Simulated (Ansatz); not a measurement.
Space group P4/mmm (No. 123). a = 2.459 Å, b = 2.459 Å, c = 7.025 Å, α = 90.00°, β = 90.00°, γ = 90.00°
```
atom site symmetry x y z
  Fe    1a     4/mmm  0.0000  0.0000  0.0000
  Co    2h       4mm  0.5000  0.5000  0.7434
  Co    1b     4/mmm  0.0000  0.0000  0.5000
```

Equation of state of this FeCo3 structure (not necessarily the ground state), with shape and atoms relaxed at each volume where symmetry leaves them free. It has no gap at any of these volumes. Theory: Ansatz 0.2.0, DFT PBEsol, scalar-relativistic, plane waves, PAW.

Settings: cutoff 420 eV, Γ-centred mesh 16×16×6 on the computed 4-atom cell, Gaussian smearing of 0.10 eV; collinear spin.

```json
{"V (Å³/atom)": "9.346", "E − E(largest V) (meV/atom)": "35.45", "P (GPa)": "22.32"}
{"V (Å³/atom)": "9.665", "E − E(largest V) (meV/atom)": "7.79", "P (GPa)": "24.10"}
{"V (Å³/atom)": "9.983", "E − E(largest V) (meV/atom)": "-32.85", "P (GPa)": "15.82"}
{"V (Å³/atom)": "10.302", "E − E(largest V) (meV/atom)": "-55.94", "P (GPa)": "7.35"}
{"V (Å³/atom)": "10.621", "E − E(largest V) (meV/atom)": "-63.11", "P (GPa)": "-0.02"}
{"V (Å³/atom)": "10.939", "E − E(largest V) (meV/atom)": "-56.70", "P (GPa)": "-6.27"}
{"V (Å³/atom)": "11.258", "E − E(largest V) (meV/atom)": "-38.85", "P (GPa)": "-11.56"}
{"V (Å³/atom)": "11.683", "E − E(largest V) (meV/atom)": "0.00", "P (GPa)": "-17.33"}
```

Problem. Does one Birch–Murnaghan curve describe these points?

Solution. Not well: the fit leaves 3.54 meV/atom rms, which suggests a change of structure or state along the series.

Only parallel moments were tried here.